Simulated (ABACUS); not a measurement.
Input and output of a self-consistent single point for TiO₂ (C2/c, 6 atoms in the cell; from Materials Project mp-34688, changed as shown) (ABACUS).

Computed with LDA (PW92), PseudoDojo 0.4 standard norm-conserving LDA (tails mended) pseudopotentials (plane waves; ABACUS 3.10.1).

The change in words: lattice vector c scaled by 1.01. Reference geometry (C2/c):
```xyz
6
Lattice="2.6755 -2.6761 0.0000 2.6755 2.6761 0.0000 -2.6038 0.0000 4.7424" Properties=species:S:1:pos:R:3 pbc="T T T"
Ti     2.0245     1.9583     1.1856
Ti     0.7226    -1.9583     3.5568
O     -0.6135    -0.6488     3.1639
O      3.3606     0.6488     1.5785
O      2.0587    -0.6488     3.9497
O      0.6884     0.6488     0.7927
```

Reference input (self-consistent single point, DFT, LDA (PW92), plane waves, PseudoDojo 0.4 standard norm-conserving LDA (tails mended) pseudopotentials): KPT = MP 5 5 3 0 0 0; basis_type = pw; dft_functional = PWLDA; ecutwfc = 84 Ry; smearing_method = gaussian; smearing_sigma = 0.00146997 Ry; potentials = PseudoDojo 0.4 standard norm-conserving LDA (tails mended); symmetry = 1; symmetry_prec = 1e-05; ks_solver = cg; scf_nmax = 100; scf_thr = 1.0e-09 Ry. This run's input differs from it in these lines:

```diff
@@ -30,3 +30,3 @@
    2.6754570000    2.6760700000    0.0000000000
-  -2.6037710000    0.0000000000    4.7424360000
+  -2.6298090000    0.0000000000    4.7898600000
 
@@ -38,4 +38,4 @@
 2
-   2.0245142500    1.9582945046    1.1856090000 1 1 1
-   0.7226287500   -1.9582945046    3.5568270000 1 1 1
+   2.0180047500    1.9582945046    1.1974650000 1 1 1
+   0.7031002500   -1.9582945046    3.5923950000 1 1 1
 
@@ -44,6 +44,6 @@
 4
-  -0.6134673918   -0.6488399322    3.1639161774 1 1 1
-   3.3606103918    0.6488399322    1.5785198226 1 1 1
-   2.0587248918   -0.6488399322    3.9497378226 1 1 1
-   0.6884181082    0.6488399322    0.7926981774 1 1 1
+  -0.6308386435   -0.6488399322    3.1955550990 1 1 1
+   3.3519436435    0.6488399322    1.5943049010 1 1 1
+   2.0370391435   -0.6488399322    3.9892349010 1 1 1
+   0.6840658565    0.6488399322    0.8006250990 1 1 1
 # file: KPT
```

Output (repeated stretches shortened):

```
 SELF-CONSISTENT
 -------------------------------------------
                                 init_chg = atomic

 PW ALGORITHM --------------- ION=   1  ELEC=   1--------------------------------

 Density error is 2.75291268851
                          Error Threshold = 0.01
 E_KohnSham     -369.4559513635      -5026.7060985540
 E_Fermi        0.5516602761         7.5057231154

 PW ALGORITHM --------------- ION=   1  ELEC=   2--------------------------------

 Density error is 0.612362875164
                          Error Threshold = 0.00573523476774
 E_KohnSham     -370.0736852813      -5035.1107996842
   [... lines left out ...]

 Density error is 7.93353065731e-09
                          Error Threshold = 7.78398166416e-12
 E_KohnSham     -370.1964699718      -5036.7813711029
 E_Fermi        0.6278668031         8.5425661078

 PW ALGORITHM --------------- ION=   1  ELEC=  16--------------------------------

 Density error is 2.5462649198e-10
                          Error Threshold = 7.78398166416e-12
 E_KohnSham     -370.1964699725      -5036.7813711118
 E_KS(sigma->0) -370.1964699725      -5036.7813711118
 E_entropy(-TS) -0.0000000000        -0.0000000000
 E_Fermi        0.6278692686         8.5425996518
 charge density convergence is achieved
 final etot is -5036.7813711 eV
 EFERMI = 8.5425996518 eV

 STATE ENERGY(eV) AND OCCUPATIONS    NSPIN == 1
   [... 31 lines left out ...]

 TOTAL-FORCE (eV/Angstrom)
                       Ti1         0.0000000000         0.1131838116         0.0000000000
                       Ti2         0.0000000000        -0.1131838116         0.0000000000
                        O1         0.0137826250        -0.0564412613        -0.3373730429
                        O2        -0.0137826250         0.0564412613         0.3373730429
                        O3        -0.0137826250        -0.0564412613         0.3373730429
                        O4         0.0137826250         0.0564412613        -0.3373730429

 TOTAL-STRESS (KBAR)
       -79.5876813326         0.0000000000         2.7060407728
        -0.0000000000       -80.4789438873         0.0000000000
         2.7060407728         0.0000000000       -98.1199200025
 TOTAL-PRESSURE: -86.062182 KBAR

 --------------------------------------------
 !FINAL_ETOT_IS -5036.7813711118269566 eV
 --------------------------------------------
```

The run converged in 16 iterations. Against the reference run the free energy rises by 5.7 meV/atom, the pressure goes from -6.58 to -8.61 GPa and the largest force goes from 0.176 to 0.342 eV/Å.

The structure comes from a collection of computed structures, made at another level of theory; the collection holds predicted forms beside known ones. Its lattice was then scaled.

Cost on one core: about 2.2 core-minutes (a rough figure).

“Tails mended”: in these copies of the files the far tail of each local potential was reset to the Coulomb form.
